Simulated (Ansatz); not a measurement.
SiSe₂:
Space group Ibam (No. 72); a = 5.8595 Å, b = 9.4838 Å, c = 5.8381 Å, α = 90.00°, β = 90.00°, γ = 90.00°

| atom | site | symmetry | x | y | z |
|---|---|---|---|---|---|
| Si | 4a | 222 | 0.0000 | 0.0000 | 0.2500 |
| Se | 8j | ..m | 0.2773 | 0.3737 | 0.0000 |
(The calculation used a cell of 6 atoms; values per cell refer to that cell.)

Relaxed with PBE+D3(BJ). The program Ansatz at the PBE+D3(BJ) level (PAW) gives a gap of 1.48 eV.

Task: What gap does HSE06 give on the same cell (Ansatz, PAW)?

Result: 2.40 eV, 0.91 eV more. The hybrid was solved on a coarser mesh and at special points; its gap is the smallest among all of these.

| k | v1 PBE+D3(BJ) | c1 PBE+D3(BJ) | v1 HSE06 | c1 HSE06 |
|---|---|---|---|---|
| Γ | -0.38 | 2.62 | -0.34 | 3.49 |
| X | -0.29 | 1.48 | -0.32 | 2.40 |
| S | -0.64 | 2.53 | -0.64 | 3.52 |
| R | -0.53 | 2.29 | -0.56 | 3.26 |
| T | -0.11 | 2.88 | [?] | [?] |
| W | -0.81 | 2.50 | [?] | [?] |
| Σ0 | -0.05 | 2.13 | [?] | [?] |
| Λ0 | -0.77 | 1.92 | [?] | [?] |

Task: Top valence (v1) and lowest conduction level (c1) in eV from each method's valence maximum (which need not be a listed point): supply the withheld HSE06 values.

Result: 
- T, v1 HSE06: -0.11
- T, c1 HSE06: 3.91
- W, v1 HSE06: -0.86
- W, c1 HSE06: 3.48
- Σ0, v1 HSE06: -0.06
- Σ0, c1 HSE06: 3.09
- Λ0, v1 HSE06: -0.84
- Λ0, c1 HSE06: 2.86

Cost on shared cores: the PBE+D3(BJ) run (SCF on a 7×7×7 mesh, then bands and DOS) roughly 2.7 core-minutes, the HSE06 run (SCF on 4×4×4, then a few points) very roughly 7 core-minutes; the tasks are unlike.

Symmetry was held in the PBE+D3(BJ) relaxation; of distortions, only those at the zone centre were tested. Spin–orbit coupling is left out wherever it is not named.

Potentials: the later of the program's two PAW sets.
